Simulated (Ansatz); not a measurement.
# 4 guesses for Bi3S and where they end

Theory: Ansatz 0.2.0, DFT PBE, scalar-relativistic, plane waves, PAW. Settings: cutoff 420 eV, Γ-centred meshes spaced at most about 0.3 Å⁻¹, and about 0.25 Å⁻¹ or finer for metals (2π included), Gaussian smearing. No spin polarisation in the final relaxations.

Each guess was relaxed in cell and atoms at zero pressure, within the symmetry of its start. Temperature and zero-point effects are left out. Coordination counts Bi atoms around S (those within 1.25 times the shortest such distance or 1.15 times the sum of covalent radii, 1.27 where that leaves under three; a plus sign parts nearer from farther groups; the shortest distance is added where it exceeds 1.18 times the sum of covalent radii).

```csv
guess,made from,start group,V start (Å³/atom),end group,V end (Å³/atom),coordination at the end,gap on mesh (eV),E over the lowest end (meV/atom)
1,LiMg3 type,P-6m2,38.9,P-6m2,28.2,S 6,0,0
2,MnFe3 type,P4/mmm,28.6,P4/mmm,27.5,S 8 from 3.1 Å,0,49
3,CdHg3 type,Fm-3m,27.5,Fm-3m (BiF3 (D0_3)),27.5,S 8+6 from 3.3 Å,0,86
4,GdIn3 type,Pm-3m,28.0,?,?,?,?,?
```

Guess 4 as it starts:

```xyz
4
Lattice="4.8212 0.0000 0.0000 0.0000 4.8212 0.0000 0.0000 0.0000 4.8212" Properties=species:S:1:pos:R:3 pbc="T T T"
Bi    2.4106    0.0000    2.4106
Bi    0.0000    2.4106    2.4106
Bi    2.4106    2.4106    0.0000
S     0.0000    0.0000    0.0000
```

Q: Predict the end of this guess and its energy over the lowest end.

A: It ends in Bi and S ordered on fcc sites, space group Pm-3m (No. 221), with a = 4.817 Å, 27.9 Å³/atom and no gap. It lies 269 meV/atom over the lowest end, above guess 3 and so the highest of the set. Counting Bi atoms around S, this end has S 12 from 3.4 Å and the lowest (guess 1) has S 6.

```cif
data_structure
_symmetry_space_group_name_H-M 'P 1'
_symmetry_Int_Tables_number 1
_cell_length_a 4.8169
_cell_length_b 4.8169
_cell_length_c 4.8169
_cell_angle_alpha 90.000
_cell_angle_beta 90.000
_cell_angle_gamma 90.000
_cell_volume 111.77
loop_
_atom_site_label
_atom_site_type_symbol
_atom_site_fract_x
_atom_site_fract_y
_atom_site_fract_z
_atom_site_occupancy
Bi1 Bi 0.50000 0.00000 0.50000 1
Bi2 Bi 0.00000 0.50000 0.50000 1
Bi3 Bi 0.50000 0.50000 0.00000 1
S1 S 0.00000 0.00000 0.00000 1
```

The zero of energy is the elements' standard structures at the same level; no fitted shifts are applied.

Q: Is the lowest end bound against the elements?

A: No: its formation energy is +0.06 eV/atom. A positive value: parting into the elements would lower its energy.

These runs have no spin–orbit coupling, which can matter for Bi. In P-6m2, P4/mmm, Fm-3m, Pm-3m an odd number of electrons in the primitive cell allows no gap without spin; a larger cell or a magnetic state could open one. A magnetic state wasn't ruled out in cells without spin, among them P4/mmm, Fm-3m, Pm-3m. The reference form of S is held partly by dispersion forces, which this level lacks. Cells relaxed within their symmetry can be saddle points. A lower structure may well exist outside this small set. Some structure types and database cells were kept out of the candidates from the start, so a known form may be missing.
